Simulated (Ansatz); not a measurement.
Sn3PbSe4: stable or not

The cell was found from a structure generator's guess, not taken from experiment.

Method: Ansatz, DFT PBE, scalar-relativistic, plane waves, PAW. Cutoff 420 eV, Γ-centred 6×6×6 mesh (8-atom cell), Gaussian smearing of 0.10 eV, no spin polarisation.

```xyz
8
Lattice="6.1037 0.0000 0.0000 0.0000 6.1037 0.0000 0.0000 0.0000 6.1037" Properties=species:S:1:pos:R:3 pbc="T T T"
Sn    3.0518    0.0000    0.0000
Sn    0.0000    0.0000    3.0518
Sn    0.0000    3.0518    0.0000
Pb    3.0518    3.0518    3.0518
Se    0.0000    3.0518    3.0518
Se    3.0518    3.0518    0.0000
Se    0.0000    0.0000    0.0000
Se    3.0518    0.0000    3.0518
```

The zero of energy is the elements' standard structures at the same level; no fitted shifts are applied. The references include grey tin.

**Question.** These tests were run: energy against the elements; phonons at Γ. What do they show?

**Answer.**

| test | result |
| --- | --- |
| energy against the elements | −0.46 eV/atom |
| phonons at Γ | imaginary modes down to 43i cm⁻¹ |

It fails one test: phonons at Γ. So it isn't even a local minimum.

Spin–orbit coupling, which can matter for Pb, is left out. The reference form of Se is held partly by dispersion forces, which this level lacks. The run for the phonons used a 6×6×6 k mesh and Fermi–Dirac smearing of 0.15 eV.
